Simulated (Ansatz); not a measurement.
Starting cell, AlN (zinc blende):

```yaml
crystal:
  lattice:
    - [0.00000, 4.40253, 4.40253]
    - [2.20127, 2.20127, 4.40253]
    - [2.20127, 2.20127, 0.00000]
  atoms:
    - { symbol: N, position: [0.00000, 0.75000, 0.75000] }
    - { symbol: N, position: [0.50000, 0.75000, 0.75000] }
    - { symbol: Al, position: [0.00000, 0.00000, 0.00000] }
    - { symbol: Al, position: [0.50000, 0.00000, 0.00000] }
```

A phonon eigenvector at X = (0.5, 0.5, 0.0) is frozen into this cell: atom i moves by Q times the vector below, so Q is the largest atomic displacement, in Å. The cell is held. It is one choice among 2 degenerate patterns. (q is in reciprocal vectors of the primitive cell; the cell shown is doubled to hold the pattern.)

```json
[
 {"atom": "N1", "x": "0.000", "y": "-1.000", "z": "0.000"},
 {"atom": "N2", "x": "0.000", "y": "1.000", "z": "0.000"},
 {"atom": "Al3", "x": "0.344", "y": "0.000", "z": "0.000"},
 {"atom": "Al4", "x": "-0.344", "y": "0.000", "z": "0.000"}
]
```

These are PBE (plane waves to 420 eV, PAW, scalar-relativistic; Ansatz, a quantum-chemistry and plane-wave program) values and carry that method's errors. k mesh 13×13×13 (Γ-centred), Fermi-Dirac smearing 0.05 eV. E stands for the smeared free energy. AlN was relaxed with its symmetry unable to fall. The PAW data are Ansatz's earlier set. The zero of ΔE is the undisplaced structure.

```tsv
Q (Å)	ΔE (meV/cell)
-0.180	848
-0.150	withheld
-0.120	374
-0.090	210
-0.060	93
-0.030	23
0.000	0
0.030	23
0.060	93
0.090	210
0.120	374
0.150	withheld
0.180	848
```

Question: Fit an even polynomial form (powers 2, 4) to the given rows and predict ΔE at Q = -0.150.

Answer: Least squares on the 11 given rows: ΔE = (25820)·Q² + (10930)·Q⁴, in meV/cell with Q in Å; root-mean-square residual 0.1 meV/cell. At -0.150 the fit gives 586 meV/cell; the calculation gives 587 meV/cell, so the interpolation is off by -1 (-0.2 %). The quadratic term alone would give 581 meV/cell.

(For displaced atoms, the force is minus the slope of the energy, and its curvature is a force constant, which sets phonon frequencies.)
